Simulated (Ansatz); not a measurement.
A geometry of Li away from equilibrium: step 2 of the relaxation of a generated cell, Li built in the AFLOW prototype A_hP3_152_a (A8, as in Se). Calculation: PBE (plane waves to 420 eV, PAW, scalar-relativistic; Ansatz, a first-principles code). Γ-centred k-mesh 9×9×7 on the run's cell (coarser than for final values), Fermi–Dirac smearing 0.05 eV. The plane waves were selected for a different cell earlier on the path.

```yaml
crystal:
  lattice:
    - [3.91492, 0.00000, 0.00000]
    - [-1.95746, 3.39042, 0.00000]
    - [0.00000, 0.00000, 4.53500]
  atoms:
    - { symbol: Li, position: [0.27384, 0.00000, 0.83333] }
    - { symbol: Li, position: [0.00000, 0.27384, 0.16667] }
    - { symbol: Li, position: [0.72616, 0.72616, 0.50000] }
```

Problem. What forces act on the atoms (eV/Å)?

Solution. 
```
atom     Fx     Fy    Fz
----  -----  -----  ----
Li1    0.79   0.00  0.00
Li2   -0.40   0.68  0.00
Li3   -0.40  -0.68  0.00
```

The path ends in Im-3m (No. 229) (bcc (W type)). No spin polarisation in the result.

The run could not lose the symmetry of its start.
